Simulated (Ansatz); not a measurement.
Relaxed-ion elastic tensor of CsPbBr₃ in space group Pnma (No. 62; Cs on 4c, Pb on 4a, Br on 4c, Br on 8d) in GPa (Voigt order), PBEsol in the plane-wave PAW code Ansatz; density 4.94 g/cm³, 38.97 Å³ per atom.

|  | 1 | 2 | 3 | 4 | 5 | 6 |
|---|---|---|---|---|---|---|
| 1 | 30.2 | 11.8 | 17.8 | 0.0 | 0.0 | 0.0 |
| 2 | 11.8 | 37.4 | 13.8 | 0.0 | 0.0 | 0.0 |
| 3 | 17.8 | 13.8 | 19.6 | 0.0 | 0.0 | 0.0 |
| 4 | 0.0 | 0.0 | 0.0 | 5.3 | 0.0 | 0.0 |
| 5 | 0.0 | 0.0 | 0.0 | 0.0 | 12.7 | 0.0 |
| 6 | 0.0 | 0.0 | 0.0 | 0.0 | 0.0 | 6.5 |

Task: Is the crystal mechanically stable?

Result: Yes: the smallest eigenvalue of C is 5.3 GPa.

Task: Work out the Voigt, Reuss and Hill averages.

Result: K_V = 19.3, K_R = 18.2, K_H = 18.8; G_V = 7.8, G_R = 5.8, G_H = 6.8 GPa.

Task: Give Young's modulus, Poisson's ratio, Pugh's ratio and the universal anisotropy index.

Result: E = 9KG/(3K + G) = 18.2 GPa; ν = 0.34; K/G = 2.75 (ductile by the Pugh limit of 1.75); A_U = 5G_V/G_R + K_V/K_R − 6 = 1.78.

Task: Estimate the sound speeds and the Debye temperature.

Result: v_l = √((K + 4G/3)/ρ) = 2370 m/s, v_t = √(G/ρ) = 1170 m/s, mean 1320 m/s; Θ = (h/k)(3n/4πV)^(1/3) v_m = 116 K.

Task: Solve the Christoffel equation for the three sound speeds along x, y, z.

Result: Eigenvalues of C_ijkl n_j n_l equal ρv². In km/s, slowest first: x 1.15, 1.60, 2.47; y 1.03, 1.15, 2.75; z 1.03, 1.60, 1.99.

Task: How much does each axis shrink under pressure?

Result: Linear compressibilities β_i = Σ_j S_ij (j = 1 to 3): x 7.1, y 11, z 37 per TPa.

The cell was relaxed with PBEsol under the symmetry of its start. Spin–orbit coupling is left out wherever it is not named.

Potentials: the later of the program's two PAW sets.
